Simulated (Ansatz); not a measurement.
Relaxed candidate structures of Ta:

**A**
```
CELL_PARAMETERS angstrom
      0.00000     2.41742     5.10217
      1.52764     0.00000     5.10217
      1.52764     2.41742     0.00000
ATOMIC_POSITIONS crystal
  Ta 0.13421 0.13421 0.86579
  Ta 0.86579 0.86579 0.13421
```

**B**
```
Ta
1.0
    5.31182     0.00000     0.00000
    0.00000     5.31182     0.00000
    0.00000     0.00000     5.31182
Ta
8
Cartesian
  0.77843   0.77843   0.77843
  3.43434   1.87748   4.53339
  4.53339   3.43434   1.87748
  1.87748   4.53339   3.43434
  4.53339   4.53339   4.53339
  1.87748   3.43434   0.77843
  0.77843   1.87748   3.43434
  3.43434   0.77843   1.87748
```

**C**
```
CELL_PARAMETERS angstrom
     -1.65255     1.65255     1.65255
      1.65255    -1.65255     1.65255
      1.65255     1.65255    -1.65255
ATOMIC_POSITIONS crystal
  Ta 0.00000 0.00000 0.00000
```

Task: Put the candidates in order of energy per atom, lowest first, for r2SCAN (plane waves to 500 eV, PAW, scalar-relativistic; Ansatz, a first-principles code).

Result: C (reference, the lowest among the structures calculated here), B (+0.35 eV/atom), A (+0.42 eV/atom)

Each run could gain symmetry but not lose that of its start, so entries can be saddle points. From databases, or of a type measured for this composition: Im-3m, cI2, bcc (W type); the others are generated cells (placed on structure types, drawn at random, substituted or restacked) that were not matched to a known phase here. Static energies at zero pressure. No spin polarisation in the result.
